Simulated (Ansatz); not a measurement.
**Computed frozen-phonon scan: TiN (rock salt)**

TiN (rock salt)

```yaml
crystal:
  lattice:
    - [0.00000, 4.23332, 4.23332]
    - [2.11666, 2.11666, 4.23332]
    - [2.11666, 2.11666, 0.00000]
  atoms:
    - { symbol: N, position: [0.00000, 0.00000, 0.00000] }
    - { symbol: N, position: [0.50000, 0.00000, 0.00000] }
    - { symbol: Ti, position: [0.00000, 0.50000, 0.50000] }
    - { symbol: Ti, position: [0.50000, 0.50000, 0.50000] }
```

A phonon eigenvector at X = (0.5, 0.5, 0.0) is frozen into this cell: atom i moves by Q times the vector below, so Q is the largest atomic displacement, in Å. The cell is held. It is one choice among 2 degenerate patterns. (q is in reciprocal vectors of the primitive cell; the cell shown is doubled to hold the pattern.)

```tsv
atom	x	y	z
N1	0.000	1.000	0.000
N2	0.000	-1.000	0.000
Ti3	0.000	0.143	0.000
Ti4	0.000	-0.143	0.000
```

Calculation: r2SCAN (plane waves to 500 eV, PAW, scalar-relativistic; Ansatz, a first-principles code). k mesh 19×19×19 (Γ-centred), Fermi-Dirac smearing 0.05 eV. The energy includes the smearing's −TS. Stress and pressure are positive under compression. With partly filled bands, energies and forces of such displacements shift with the k mesh and the smearing. The PAW data are Ansatz's earlier set. TiN is run without spin polarisation. TiN was relaxed with its symmetry unable to fall. The zero of ΔE is the undisplaced structure.

```tsv
Q (Å)	ΔE (meV/cell)	P (GPa)	−dE/dQ from forces (eV/Å)
-0.180	538	7.1	6.215
-0.150	369	4.9	5.071
-0.120	234	3.1	3.977
-0.090	130	1.7	2.929
-0.060	57	0.8	1.925
-0.030	14	0.2	0.955
0.000	0	0.0	0.000
0.030	14	0.2	-0.955
0.060	57	0.8	-1.925
0.090	130	1.7	-2.929
0.120	234	3.1	-3.977
0.150	369	4.9	-5.071
0.180	538	7.1	-6.215
```

What the scan shows:

The energy at Q = 0.180 Å comes out as 538 meV/cell. Space group of the distorted cell: Cmcm (No. 63), lowered from Fm-3m. Symmetry of the curve: even: the same for both signs. Shape of the curve: a single well with its minimum at or next to zero displacement. Harmonic wavenumber from the curvature (finite differences): 537 cm⁻¹. Wavenumber by perturbation theory (DFPT, on another k mesh): 537 cm⁻¹.

The 13 points together took about 30 core-minutes (a rough figure).

(A displaced cell: forces are minus the slopes of the energy, force constants its curvatures, and phonons follow from these.)
